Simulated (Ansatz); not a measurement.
Cd (hcp, Mg type)

```cif
data_Cd2
_chemical_formula_sum 'Cd2'
_space_group_name_H-M_alt 'P 1'
_space_group_IT_number 1
_cell_length_a 3.01593
_cell_length_b 3.01593
_cell_length_c 5.82164
_cell_angle_alpha 90.000
_cell_angle_beta 90.000
_cell_angle_gamma 120.000
loop_
_space_group_symop_operation_xyz
  'x, y, z'
loop_
_atom_site_label
_atom_site_type_symbol
_atom_site_fract_x
_atom_site_fract_y
_atom_site_fract_z
_atom_site_occupancy
Cd1 Cd 0.33333 0.66667 0.75000 1
Cd2 Cd 0.66667 0.33333 0.25000 1
```

E(V) scan at fixed shape, V₀ the volume above. Symmetry pins the atoms to their sites.

Level of theory: PBE (plane waves to 420 eV, PAW, scalar-relativistic; Ansatz, a program for electronic structure). k mesh 18×18×8 (Γ-centred), Fermi-Dirac smearing 0.05 eV. E stands for the smeared free energy. With the shape held, the modulus is that of even scaling; a crystal free to change shape is softer. Cd was relaxed with its symmetry unable to fall. The PAW data are Ansatz's earlier set. The relaxed volume of Cd is well above the measured one; the method has no dispersion term. The zero of ΔE is the relaxed starting cell. The last digit holds for this mesh only.

```json
[
 {"V (Å³/atom)": "21.553", "ΔE (meV/atom)": "13.3"},
 {"V (Å³/atom)": "21.783", "ΔE (meV/atom)": "9.0"},
 {"V (Å³/atom)": "22.012", "ΔE (meV/atom)": "5.6"},
 {"V (Å³/atom)": "22.241", "ΔE (meV/atom)": "3.1"},
 {"V (Å³/atom)": "22.471", "ΔE (meV/atom)": "1.3"},
 {"V (Å³/atom)": "22.700", "ΔE (meV/atom)": "0.3"},
 {"V (Å³/atom)": "22.929", "ΔE (meV/atom)": "0.0"},
 {"V (Å³/atom)": "23.158", "ΔE (meV/atom)": "0.3"},
 {"V (Å³/atom)": "23.388", "ΔE (meV/atom)": "1.2"},
 {"V (Å³/atom)": "23.617", "ΔE (meV/atom)": "2.6"},
 {"V (Å³/atom)": "23.846", "ΔE (meV/atom)": "4.6"},
 {"V (Å³/atom)": "24.076", "ΔE (meV/atom)": "7.0"},
 {"V (Å³/atom)": "24.305", "ΔE (meV/atom)": "9.8"}
]
```

Q: What is the fitted pressure derivative B₀′?

A: 6.7.

Q: What bulk modulus at fixed cell shape B₀ follows from a third-order Birch-Murnaghan fit?

A: 44.2 GPa.

(Under strain, the slope of the energy per volume gives the stress and its curvature an elastic modulus.)
